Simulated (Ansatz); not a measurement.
Level of theory: DFT PBE, scalar-relativistic, plane waves, PAW, and for the lanthanide a 4f-in-core norm-conserving potential, in Ansatz 0.2.0. All cells share a 660 eV cutoff and Γ-centred k meshes spaced at most about 0.3 Å⁻¹ (about 0.25 or finer for metals, 2π included). No spin polarisation in the final relaxations.

These are static total energies at zero pressure.

Two relaxed structures of PrMgH:

1.

```yaml
crystal:
  lattice:
    - [3.58841, 0.00000, 0.00000]
    - [0.00000, 3.59159, 0.00000]
    - [0.00000, 0.00000, 10.63836]
  atoms:
    - { symbol: Pr, position: [0.00000, 0.00000, 0.00000] }
    - { symbol: Pr, position: [0.50000, 0.00000, 0.50000] }
    - { symbol: Mg, position: [0.00000, 0.50000, 0.27607] }
    - { symbol: Mg, position: [0.00000, 0.50000, 0.72393] }
    - { symbol: H, position: [0.50000, 0.50000, 0.36519] }
    - { symbol: H, position: [0.50000, 0.50000, 0.63481] }
```

2.

```yaml
crystal:
  lattice:
    - [3.59640, 0.00000, 0.00000]
    - [0.00000, 3.59640, 0.00000]
    - [0.00000, 0.00000, 4.48789]
  atoms:
    - { symbol: Pr, position: [0.00000, 0.00000, 0.00000] }
    - { symbol: Mg, position: [0.50000, 0.50000, 0.50000] }
    - { symbol: H, position: [0.50000, 0.50000, 0.00000] }
```

Question: Which form is favoured at zero pressure, and by what margin per atom?

Answer: Cell 2 is lower, by 223 meV/atom. Cell 1 has space group Pmmm (No. 47), 22.9 Å³/atom and no gap on its mesh; cell 2 has space group P4/mmm (No. 123), 19.3 Å³/atom and no gap. Counting H atoms around Mg and Pr (those within 1.25 times the shortest such distance or 1.15 times the sum of covalent radii, 1.27 where that leaves under three; the shortest distance is added where it exceeds 1.18 times the sum of covalent radii; a slash parts the counts of unlike sites), cell 1 has Pr 4/8 from 4.6 Å, Mg 2 and cell 2 has Pr 4, Mg 2. The denser one is the lower, and pressure would at first widen the difference. Both come from invented guesses.

With hydrogen, zero-point motion can shift such differences by 10 meV/atom or more. With atoms moved at random, P4/mmm came back. Other cells relaxed within their symmetry can be saddle points.

The lanthanide is trivalent by construction, without f bands, f moments or other valences.
